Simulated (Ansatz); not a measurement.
A geometry of ZnCu2SnSe4 away from equilibrium: step 4 of the relaxation of a relaxed ZnCu2SnSe4 cell shaken by Gaussian noise of σ = 0.08 Å a coordinate. The numbers are results of PBE (plane waves to 420 eV, PAW, scalar-relativistic; Ansatz, a first-principles code), not measurements. Γ-centred k-mesh 4×4×3 on the run's cell (coarser than for final values), Fermi–Dirac smearing 0.05 eV. The plane waves were selected for a different cell earlier on the path.

```
CELL_PARAMETERS angstrom
      6.65413     0.07659    -0.01932
     -3.26074     5.72202     0.02769
     -0.02262     0.02437     7.70655
ATOMIC_POSITIONS crystal
  Cu 0.64843 0.32602 0.24226
  Cu 0.29207 0.65314 0.23961
  Se 0.47868 0.49745 0.40579
  Se 0.97104 0.45315 0.41673
  Se 0.45412 0.98419 0.40938
  Se 0.00534 0.95621 0.06104
  Sn 0.09834 0.08633 0.40389
  Zn 0.02432 0.01312 0.76013
```

**Question.** Give the Cartesian forces on all atoms (eV/Å).

**Answer.** 
```csv
atom,Fx,Fy,Fz
Cu1,0.18,0.04,0.19
Cu2,-0.24,0.19,0.06
Se3,0.18,0.27,-0.10
Se4,0.00,-0.27,-0.19
Se5,0.16,0.07,-0.09
Se6,0.08,-0.34,0.18
Sn7,-0.29,-0.07,0.10
Zn8,-0.06,0.10,-0.15
```

The path ends in P1 (No. 1). No spin polarisation in the result.

The end of the path is a generated cell of ZnCu2SnSe4: the first start was made by a random draw of sites in a space group, and the end was not matched to a known phase here, so it may be hypothetical. Known forms of ZnCu2SnSe4 include space group No. 82.
